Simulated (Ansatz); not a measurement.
Starting cell, GaN (zinc blende):

```yaml
crystal:
  lattice:
    - [0.00000, 4.49817, 4.49817]
    - [2.24908, 2.24908, 4.49817]
    - [2.24908, 2.24908, 0.00000]
  atoms:
    - { symbol: N, position: [0.00000, 0.75000, 0.75000] }
    - { symbol: N, position: [0.50000, 0.75000, 0.75000] }
    - { symbol: Ga, position: [0.00000, 0.00000, 0.00000] }
    - { symbol: Ga, position: [0.50000, 0.00000, 0.00000] }
```

The atoms are displaced by Q × the pattern below (from a DFPT mode at X = (0.5, 0.5, 0.0), largest move 1; Q in Å), at fixed cell. It is one choice among 2 degenerate patterns. (q is in reciprocal vectors of the primitive cell; the cell shown is doubled to hold the pattern.)

| atom | x | y | z |
|---|---|---|---|
| N1 | 0.579 | 0.000 | 0.000 |
| N2 | -0.579 | 0.000 | 0.000 |
| Ga3 | 0.000 | 1.000 | 0.000 |
| Ga4 | 0.000 | -1.000 | 0.000 |

Calculation: r2SCAN (plane waves to 500 eV, PAW, scalar-relativistic; Ansatz, a program for electronic structure). k mesh 13×13×13 (Γ-centred), Fermi-Dirac smearing 0.05 eV. GaN was relaxed with its symmetry unable to fall. The PAW data are Ansatz's earlier set.

At one point of the scan the forces (eV/Å) are:

```
atom      Fx      Fy     Fz
----  ------  ------  -----
N1    -0.078   0.000  0.000
N2     0.078   0.000  0.000
Ga3    0.000  -0.644  0.000
Ga4    0.000   0.644  0.000
```

### Question
Which point is it?
(A) Q = 0.050 Å
(B) Q = 0.083 Å
(C) Q = 0.067 Å
(D) Q = 0.100 Å

### Answer
C, Q = 0.067 Å

(For displaced atoms, the force is minus the slope of the energy, and its curvature is a force constant, which sets phonon frequencies.)
